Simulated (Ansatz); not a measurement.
Ansatz run, ZrSbS

Input file of Ansatz 0.2.0:

```yaml
crystal:
  lattice:
    - [3.852475, 0.0, 0.0]
    - [0.0, 3.852475, 0.0]
    - [0.0, 0.0, 8.537341]
  atoms:
    - { symbol: Sb, position: [0.0, 0.0, 0.0] }
    - { symbol: Sb, position: [0.5, 0.5, 0.0] }
    - { symbol: Zr, position: [0.0, 0.5, 0.277] }
    - { symbol: Zr, position: [0.5, 0.0, 0.723] }
    - { symbol: S, position: [0.0, 0.5, 0.622] }
    - { symbol: S, position: [0.5, 0.0, 0.378] }
  symmetry: { tolerance: 0.0003 }
kpoints:
  mp_grid: { grid: [7, 7, 3], shift: [0, 0, 0] }
  band_path:
    path:
      - [0.0, 0.0, 0.0]
      - [0.0, 0.5, 0.0]
      - [0.5, 0.5, 0.0]
      - [0.0, 0.0, 0.0]
      - [0.0, 0.0, 0.5]
      - [0.0, 0.5, 0.5]
      - [0.5, 0.5, 0.5]
      - [0.0, 0.0, 0.5]
      - [0.0, 0.5, 0.0]
      - [0.0, 0.5, 0.5]
      - [0.5, 0.5, 0.0]
    npoints: 6
magnetization:
  spin_polarized: false
scf:
  occupations: { method: tetrahedron }
  lower_state_search: "off"
  max_iter: 200
hamiltonian:
  pseudopotentials: { kind: paw }
  xc: r2scan
basis:
  ecutwfc: 500
  fft_grid_basis: typed
output:
  forces: true
  stress: true
  eigenvalues: true
  bader: true
  populations: true
  elf: true
  write_potential: true
  volumetric_format: npy
  dos:
    e_range: [-12, 8]
    de: 0.05
    projected: { site_lists: { S: [S], Sb: [Sb], Zr: [Zr] } }
checkpoint:
  read: saved_state
```

The run starts from an earlier solution of this cell. 

Excerpt of what it printed:

```
SCF iter   1: F=—  Δρ=1.13e-3  dr2=7.08e-4  dr2_τ=2.93e-4
SCF iter   2: F=—  Δρ=6.58e-4  dr2=2.51e-4  dr2_τ=7.21e-5
SCF iter   3: F=—  Δρ=1.15e-4  dr2=1.57e-5  dr2_τ=1.52e-6
SCF iter   4: F=—  Δρ=3.72e-5  dr2=1.75e-6  dr2_τ=1.60e-7
SCF iter   5: F=—  Δρ=8.95e-6  dr2=3.59e-7  dr2_τ=8.66e-9
SCF iter   6: F=-23204.6425 eV  Δρ=3.38e-6  dr2=4.58e-8  dr2_τ=2.29e-9
Free energy (F): -23204.6425 eV
Harris-Foulkes:  -23204.6425 eV  (|F-HF|=3.28e-8)
Internal energy: -23204.6411 eV  (E = F + TS)
E sigma→0 (E₀):  -23204.6425 eV
Entropy (-TS):   -0.0013 eV (-0.224 meV/atom)
Fermi energy:    13.6041 eV
--- Per-component energies (eV) ---
  E_band       = -487.1092
  E_kinetic    = 1295.1309
  E_local      = -5468.7503  (includes V_loc(G=0)·N_el)
  E_nonlocal   = 944.8316
  E_hartree    = 2353.0376
  E_xc         = -753.0478
  E_vxc        = -820.3187  (∫ρ·V_xc dr)
  E_paw        = -16367.8784  (= ΣΔE_a)
  E_vpaw       = -1191.0457  (= ΣTr[D̂ρ^β])
  E_aug_tail   = 0.0000  (compensation charges beyond the density's cutoff)
  E_vtau       = 46.9614  (kinetic-family band-sum trace: ∫τ·v_τ [+ j·A + Jᵃ·Aᵃ] dr)
  E_ewald      = -5208.4278
  E_core_change = 0.4631  (= ΣΔE_core)
  E_smearing   = -0.0013  (= −TS)
--- Forces (eV/Å), atoms counted from 1 ---
  atom   1  Sb     0.0000     0.0000     0.0000
  atom   2  Sb     0.0000     0.0000     0.0000
  atom   3  Zr     0.0000     0.0000     0.5714
  atom   4  Zr     0.0000     0.0000    -0.5714
  atom   5  S      0.0000     0.0000     0.0679
  atom   6  S      0.0000     0.0000    -0.0679
--- Stress (GPa, compression-positive) ---
        8.7890       0.0000       0.0000
        0.0000       8.7890       0.0000
        0.0000       0.0000      -7.7312
  P = ⅓ Tr σ = 3.2823 GPa (32.823 kbar)
--- Bader charges: 6 sites ---
  site symbol  charge [e]  shift [e]
     0     Sb     -0.5084     0.0000
     1     Sb     -0.5084     0.0000
     2     Zr      1.7702     0.0001
     3     Zr      1.7702     0.0001
     4      S     -1.2617     0.0001
     5      S     -1.2618     0.0001
```

Origin: a known structure type with other elements, at an estimated volume, so it need not be a known compound. Caveats: empty levels are not fully converged; forces and stress under tetrahedra may miss the slope of the energy; many states at the Fermi level without spin polarisation, so a magnetic state may lie lower.
